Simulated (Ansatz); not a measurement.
Mg in space group P6/mmm (No. 191; Mg on 2e, Mg on 2d, Mg on 3f) under volume change, PBEsol in the plane-wave PAW code Ansatz, shape and atoms relaxed at each volume.

```tsv
V (Å³/atom)	E − E(relaxed) (meV/atom)	P (GPa)
21.170	24.0	3.97
21.868	10.1	2.44
22.566	2.4	1.13
23.264	0.0	0.00
23.962	2.2	-0.97
24.660	8.3	-1.81
25.358	17.8	-2.53
```

Question: What does a third-order Birch–Murnaghan fit give for V₀, B₀ and B′?

Answer: V₀ = 23.26 Å³/atom, B₀ = 34.9 GPa, B′ = 4.0.

The start of the workflow was typed in or built on a structure type; the Crystallography Open Database copy checked does not list it. It is not the phase usual at ambient conditions (space group No. 194). The PBEsol relaxation kept the symmetry of its start; its stability against distortions is not shown here.

Potentials: the later of the program's two PAW sets.
